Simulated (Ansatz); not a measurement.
Consider the following.

AlN:
```yaml
crystal:
  lattice:
    - [2.83285, 0.00000, 0.00000]
    - [-1.41642, 2.45332, 0.00000]
    - [0.00000, 0.00000, 4.84096]
  atoms:
    - { symbol: Al, position: [0.00000, 0.00000, 0.00000] }
    - { symbol: Al, position: [0.00000, 0.00000, 0.50000] }
    - { symbol: N, position: [0.33333, 0.66667, 0.25000] }
    - { symbol: N, position: [0.66667, 0.33333, 0.75000] }
```

This is the r²SCAN-relaxed structure. Cartesian axes are those of the cell as given.

All from DFT-r²SCAN in the program Ansatz with PAW potentials, unless another level is named. Predict the Hill bulk and shear moduli.

264 and 200 GPa.

Predict the elastic constants (relaxed ions, GPa).

C11 = 617, C12 = 155, C13 = -22.7, C33 = 929, C44 = 111.

Space group P6_3/mmc (NiAs type). A made-up cell: these elements were put on the sites of a structure type; the Crystallography Open Database copy checked does not list it. It is not the phase usual at ambient conditions (space group No. 186, 216). The cell was relaxed with r²SCAN under the symmetry of its start; whether a distortion lowers the energy is not shown.

Potentials: the later of the program's two PAW sets.
